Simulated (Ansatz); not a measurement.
Relaxation of a relaxed SnTe cell deformed by the Cartesian strain tensor (xx, yy, zz, yz, xz, xy) = (-0.056, -0.050, 0.048, 0.054, 0.094, -0.037); 2 atoms in the cell, which starts as P-1 (No. 2), aP2; a = 4.028 Å, b = 4.074 Å, c = 4.226 Å, α = 71.54°, β = 64.01°, γ = 70.80°. Method: PBEsol (plane waves to 420 eV, PAW, scalar-relativistic; Ansatz, a first-principles code). Γ-centred k-mesh 7×6×7 on the run's cell (coarser than for final values), Fermi–Dirac smearing 0.05 eV. This is the first round of the run. 

The optimiser's lines from the output (shortened; P is positive under compression):

```
relax step   1: F+E_penalty+E_count = -12851.72695886 eV  Δ(F+E_penalty+E_count) = +0.000e0 eV  max|allowed force component| = 0.000e0 eV/Å  Δτ_max = 0.0000 Å  P = +3.938 GPa  Ω = 57.648 Å³  (8 SCF iters, dr2 threshold 1.00e-7 eV, accepted)
relax step   2: F+E_penalty+E_count = -12851.88419718 eV  Δ(F+E_penalty+E_count) = -1.572e-1 eV  max|allowed force component| = 0.000e0 eV/Å  Δτ_max = 0.0000 Å  P = +0.039 GPa  Ω = 61.167 Å³  (6 SCF iters, dr2 threshold 2.00e-7 eV, accepted)
relax step   3: F+E_penalty+E_count = -12851.95913148 eV  Δ(F+E_penalty+E_count) = -7.493e-2 eV  max|allowed force component| = 0.000e0 eV/Å  Δτ_max = 0.0000 Å  P = -0.067 GPa  Ω = 61.865 Å³  (6 SCF iters, dr2 threshold 2.00e-7 eV, accepted)
relax step   4: F+E_penalty+E_count = -12851.99647340 eV  Δ(F+E_penalty+E_count) = -3.734e-2 eV  max|allowed force component| = 0.000e0 eV/Å  Δτ_max = 0.0000 Å  P = -0.089 GPa  Ω = 62.155 Å³  (5 SCF iters, dr2 threshold 2.00e-7 eV, accepted)
relax step   5: F+E_penalty+E_count = -12852.00781230 eV  Δ(F+E_penalty+E_count) = -1.134e-2 eV  max|allowed force component| = 0.000e0 eV/Å  Δτ_max = 0.0000 Å  P = -0.211 GPa  Ω = 62.242 Å³  (6 SCF iters, dr2 threshold 2.00e-7 eV, accepted)
relax step   6: F+E_penalty+E_count = -12852.00947034 eV  Δ(F+E_penalty+E_count) = -1.658e-3 eV  max|allowed force component| = 0.000e0 eV/Å  Δτ_max = 0.0000 Å  P = +0.056 GPa  Ω = 61.912 Å³  (6 SCF iters, dr2 threshold 2.00e-7 eV, accepted)
relax step   7: F+E_penalty+E_count = -12852.00949468 eV  Δ(F+E_penalty+E_count) = -2.435e-5 eV  max|allowed force component| = 0.000e0 eV/Å  Δτ_max = 0.0000 Å  P = +0.005 GPa  Ω = 61.977 Å³  (6 SCF iters, dr2 threshold 3.23e-8 eV, accepted)
relax step   8: F+E_penalty+E_count = -12852.01213293 eV  Δ(F+E_penalty+E_count) = -2.638e-3 eV  max|allowed force component| = 0.000e0 eV/Å  Δτ_max = 0.0000 Å  P = +0.093 GPa  Ω = 61.977 Å³  stress off target by 2.56e-1 GPa  SCF on the basis re-selected at this cell (its energy is not comparable with the rows above)  (6 SCF iters)
relax step   9: F+E_penalty+E_count = -12852.01237450 eV  Δ(F+E_penalty+E_count) = -2.416e-4 eV  max|allowed force component| = 0.000e0 eV/Å  Δτ_max = 0.0000 Å  P = +0.012 GPa  Ω = 62.085 Å³  (6 SCF iters, dr2 threshold 1.64e-7 eV, accepted)
relax step  10: F+E_penalty+E_count = -12852.01238044 eV  Δ(F+E_penalty+E_count) = -5.936e-6 eV  max|allowed force component| = 0.000e0 eV/Å  Δτ_max = 0.0000 Å  P = +0.000 GPa  Ω = 62.100 Å³  (7 SCF iters, dr2 threshold 4.15e-9 eV, accepted)
relax step  11: F+E_penalty+E_count = -12852.01239580 eV  Δ(F+E_penalty+E_count) = -1.536e-5 eV  max|allowed force component| = 0.000e0 eV/Å  Δτ_max = 0.0000 Å  P = +0.000 GPa  Ω = 62.100 Å³  stress off target by 4.52e-4 GPa  SCF on the basis re-selected at this cell (its energy is not comparable with the rows above)  (8 SCF iters)
```

From the first to the last row the energy changes by -0.14 eV/atom and the volume by +7.7 %. The last row is marked as not comparable with the walk above it, whose basis was carried along; it does compare with step 1, since both stand on a basis selected at the nominal cutoff for their own cell.

Later rounds, restarted from the end of this one on a renewed k-mesh, logged 8 more steps and released under 0.01 eV/atom more. The final structure after all rounds: Fm-3m (No. 225), cF8, rock salt type; a = b = c = 6.288 Å, α = β = γ = 90.00°. Between re-selections the logged energies stand on a plane-wave basis carried along with the cell. No spin polarisation in the result.

The run could not lose the symmetry of its start.

All atoms sit on sites fixed by symmetry, so only the cell could relax.
